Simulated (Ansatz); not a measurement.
# Calculated with Ansatz: TiPt8, relaxation

input.yaml:

```yaml
crystal:
  lattice:
    - [0.0, 0.0, 3.915863]
    - [4.176117, -4.176117, 1.957932]
    - [4.176117, 4.176117, -1.957932]
  atoms:
    - { symbol: Pt, position: [0.333, 0.0, 0.666] }
    - { symbol: Pt, position: [0.333, 0.334, 0.0] }
    - { symbol: Pt, position: [0.667, 0.0, 0.334] }
    - { symbol: Pt, position: [0.667, 0.666, 0.0] }
    - { symbol: Ti, position: [0.0, 0.0, 0.0] }
    - { symbol: Pt, position: [0.0, 0.327, 0.327] }
    - { symbol: Pt, position: [0.327, 0.673, 0.327] }
    - { symbol: Pt, position: [0.0, 0.673, 0.673] }
    - { symbol: Pt, position: [0.673, 0.327, 0.673] }
  symmetry: { tolerance: 0.0003 }
kpoints:
  mp_grid: { grid: [6, 6, 6], shift: [0, 0, 0] }
magnetization:
  spin_polarized: false
scf:
  occupations: { method: fermi_dirac }
  lower_state_search: "off"
hamiltonian:
  pseudopotentials: { kind: paw }
  xc: r2scan
basis:
  ecutwfc: 500
  fft_grid_basis: typed
relax:
  max_steps: 40
  cell: { p_target: 20.0 }
output:
  forces: true
  stress: true
  eigenvalues: true
  bader: true
  populations: true
  elf: true
  write_potential: true
  volumetric_format: npy
  dos:
    e_range: [-12, 8]
    de: 0.05
    projected: { site_lists: { Pt: [Pt], Ti: [Ti] } }
checkpoint:
  read: saved_state
```

Launch command:

```bash
ansatz run input.yaml --threads 2 --pin off --max-ram 2560MiB --backend cpu --events-out ev --progress --plain --runs-dir out
```

Origin of the cell: a database entry, scaled a little.

The smearing width isn't typed, so it takes its default of 0.1 eV.

The saved state is a converged single point of the same cell.

Steps («new basis» is an SCF on plane waves selected anew at the same cell):

```json
{"step": "1", "ΔH (meV/atom)": "0.0", "max force component (eV/Å)": "0.817", "P (GPa)": "0.08", "volume (Å³)": "136.58", "SCF iterations": "7", "step was": "accepted"}
{"step": "2", "ΔH (meV/atom)": "30.4", "max force component (eV/Å)": "0.639", "P (GPa)": "54.83", "volume (Å³)": "118.34", "SCF iterations": "9", "step was": "rejected"}
{"step": "3", "ΔH (meV/atom)": "-78.0", "max force component (eV/Å)": "0.322", "P (GPa)": "16.63", "volume (Å³)": "129.19", "SCF iterations": "13", "step was": "accepted"}
{"step": "4", "ΔH (meV/atom)": "-81.5", "max force component (eV/Å)": "0.042", "P (GPa)": "19.68", "volume (Å³)": "128.10", "SCF iterations": "8", "step was": "accepted"}
{"step": "5", "ΔH (meV/atom)": "-81.6", "max force component (eV/Å)": "0.001", "P (GPa)": "20.00", "volume (Å³)": "127.99", "SCF iterations": "5", "step was": "accepted"}
{"step": "6", "ΔH (meV/atom)": "-81.6", "max force component (eV/Å)": "0.001", "P (GPa)": "20.01", "volume (Å³)": "127.98", "SCF iterations": "5", "step was": "accepted"}
{"step": "7", "ΔH (meV/atom)": "-81.2", "max force component (eV/Å)": "0.001", "P (GPa)": "19.98", "volume (Å³)": "127.98", "SCF iterations": "7", "step was": "new basis"}
```

Before:

Space group I4/mmm (No. 139); the run's cell has a = 3.916 Å, b = 6.222 Å, c = 6.222 Å, α = 95.68°, β = 108.34°, γ = 71.66°. Shortest distances: Pt–Ti 2.73 Å, Pt–Pt 2.75 Å.

The relaxed structure.

Space group I4/mmm (No. 139); the run's cell has a = 3.827 Å, b = 6.091 Å, c = 6.091 Å, α = 95.67°, β = 108.31°, γ = 71.69°. Shortest distances: Pt–Pt 2.65 Å, Pt–Ti 2.68 Å.

```
CELL_PARAMETERS angstrom
0.00000 0.00000 3.82747
4.08890 -4.08890 1.91373
4.08890 4.08890 -1.91373
ATOMIC_POSITIONS crystal
Pt 0.33780 0.00000 0.67560
Pt 0.33780 0.32440 0.00000
Pt 0.66220 0.00000 0.32440
Pt 0.66220 0.67560 0.00000
Ti 0.00000 0.00000 0.00000
Pt 0.00000 0.32948 0.32948
Pt 0.32948 0.67052 0.32948
Pt 0.00000 0.67052 0.67052
Pt 0.67052 0.32948 0.67052
```

* Enthalpy lowered by: 81.2 meV/atom
* Volume change: -6.30 %
* Final pressure: 19.98 GPa
* Relaxation steps listed: 7
* Gap on the mesh: none (metal)

Caveats: no moments, though an odd count or open d shells may carry them; no spin-orbit coupling, though heavy elements are present; the k mesh is coarse if the cell is a metal; the relaxation held the start's symmetry, so the end may be a saddle point.

Time: 4.8 min on 2 threads of Arm Neoverse V1, on a shared host, peak memory 0.94 GiB, from a saved density.
